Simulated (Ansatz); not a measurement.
Bi$_{2}$Te$_{3}$:
```cif
data_Bi6Te9
_chemical_formula_sum 'Bi6 Te9'
_space_group_name_H-M_alt 'R-3m :H'
_space_group_IT_number 166
_space_group_name_Hall '-R 3 2"'
_cell_length_a 4.35356
_cell_length_b 4.35356
_cell_length_c 29.86908
_cell_angle_alpha 90.000
_cell_angle_beta 90.000
_cell_angle_gamma 120.000
loop_
_atom_site_label
_atom_site_type_symbol
_atom_site_symmetry_multiplicity
_atom_site_Wyckoff_symbol
_atom_site_fract_x
_atom_site_fract_y
_atom_site_fract_z
_atom_site_occupancy
Bi1 Bi 6 c 0.00000 0.00000 0.40026 1
Te1 Te 3 a 0.00000 0.00000 0.00000 1
Te2 Te 6 c 0.00000 0.00000 0.20898 1
```
(The calculation used a cell of 5 atoms; values per cell refer to that cell.)

Relaxed with LDA.

### Question
Which orbitals make up the states near the band edges in plane-wave PAW LDA (Ansatz code)?

### Answer
Top 1 eV of the valence band: Te 5p 82 %, Bi 6p 9 %, Bi 6s 5 %. Bottom 1 eV of the conduction band: Bi 6p 59 %, Te 5p 30 %, Te 5s 6 %. Projections are on Löwdin-orthogonalised atomic valence shells; empty p or d shells of many metals are not among them.

### Question
Tabulate the density of states.

### Answer
States/eV per cell of 5 atoms, in 0.25 eV bins, energy from the valence-band maximum.

```
E (eV)  total  Te 5p  Bi 6p  Te 5s
------  -----  -----  -----  -----
-7.85    0.02   0.00   0.00   0.01
-7.60    0.00   0.00   0.00   0.00
-7.35    0.00   0.00   0.00   0.00
-7.10    0.00   0.00   0.00   0.00
-6.85    0.00   0.00   0.00   0.00
-6.60    0.00   0.00   0.00   0.00
-6.35    0.00   0.00   0.00   0.00
-6.10    0.00   0.00   0.00   0.00
-5.85    0.00   0.00   0.00   0.00
-5.60    0.03   0.02   0.01   0.00
-5.35    0.91   0.52   0.37   0.02
-5.10    1.88   1.06   0.77   0.03
-4.85    1.91   1.08   0.78   0.03
-4.60    2.12   1.24   0.82   0.03
-4.35    2.88   1.74   1.05   0.05
-4.10    3.91   2.39   1.40   0.07
-3.85    3.85   2.39   1.32   0.08
-3.60    4.54   2.81   1.55   0.11
-3.35    4.70   2.87   1.62   0.12
-3.10    4.11   2.55   1.37   0.11
-2.85    4.85   2.96   1.63   0.14
-2.60    4.08   2.48   1.37   0.13
-2.35    3.53   2.25   1.08   0.11
-2.10    3.31   2.25   0.86   0.09
-1.85    3.79   2.71   0.82   0.11
-1.60    3.84   2.99   0.59   0.09
-1.35    3.65   3.00   0.40   0.06
-1.10    4.51   3.76   0.44   0.07
-0.85    4.97   4.10   0.45   0.08
-0.60    4.04   3.31   0.35   0.07
-0.35    0.59   0.43   0.09   0.02
-0.10    0.01   0.01   0.00   0.00
0.15     0.00   0.00   0.00   0.00
0.40     0.04   0.01   0.02   0.01
0.65     0.79   0.21   0.48   0.07
0.90     4.26   1.25   2.54   0.27
1.15     4.56   1.52   2.59   0.21
1.40     4.35   1.65   2.29   0.14
1.65     3.64   1.50   1.81   0.09
1.90     3.39   1.44   1.66   0.08
2.15     3.26   1.38   1.62   0.07
2.40     2.80   1.18   1.37   0.05
2.65     3.89   1.48   1.78   0.06
2.90     2.98   1.15   1.41   0.04
3.15     3.39   1.24   1.46   0.03
3.40     3.89   1.28   1.42   0.04
3.65     3.68   1.11   1.15   0.03
3.90     3.44   0.99   1.00   0.02
4.15     2.89   0.75   0.73   0.02
4.40     2.38   0.60   0.58   0.01
4.65     3.71   0.51   0.47   0.01
4.90     3.20   0.37   0.34   0.01
```

The cell was relaxed with LDA under the symmetry of its start; of distortions, only those at the zone centre were tested. A crystal of weakly bound layers computed without a dispersion correction: the cell and the soft elastic constants depend strongly on that. Spin–orbit coupling is left out wherever it is not named.

Potentials: the later of the program's two PAW sets.
